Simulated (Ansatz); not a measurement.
YAl3 (Cu3Au type, Pm-3m) at seven volumes, r²SCAN (plane waves, PAW; program Ansatz), scaled uniformly. One row is withheld.

```json
[
 {"V (Å³/atom)": "17.375", "P (GPa)": "9.42"},
 {"V (Å³/atom)": "17.948", "P (GPa)": "5.79"},
 {"V (Å³/atom)": "18.521", "P (GPa)": "?"},
 {"V (Å³/atom)": "19.094", "P (GPa)": "0.00"},
 {"V (Å³/atom)": "19.667", "P (GPa)": "-2.27"},
 {"V (Å³/atom)": "20.240", "P (GPa)": "-4.19"},
 {"V (Å³/atom)": "20.812", "P (GPa)": "-5.80"}
]
```

Task: Fit the shown pressures and predict the withheld one.

Result: Third-order Birch–Murnaghan: P = (3/2)B₀(x^(7/2) − x^(5/2))[1 + (3/4)(B′ − 4)(x − 1)] with x = (V₀/V)^(2/3). Least squares on the six rows gives V₀ = 19.094 Å³/atom, B₀ = 81.38 GPa, B′ = 4.35. At V = 18.521, x = 1.0205 and P = 2.65 GPa. The run itself gave 2.67 GPa.

The first step of the workflow began from a Materials Project structure, measured or hypothetical; the Crystallography Open Database copy checked does not list it. Whether it is the stable phase at ambient conditions was not checked. Symmetry was held in the r²SCAN relaxation; whether a distortion lowers the energy is not shown. No spin polarisation was allowed.

Potentials: the later of the program's two PAW sets.
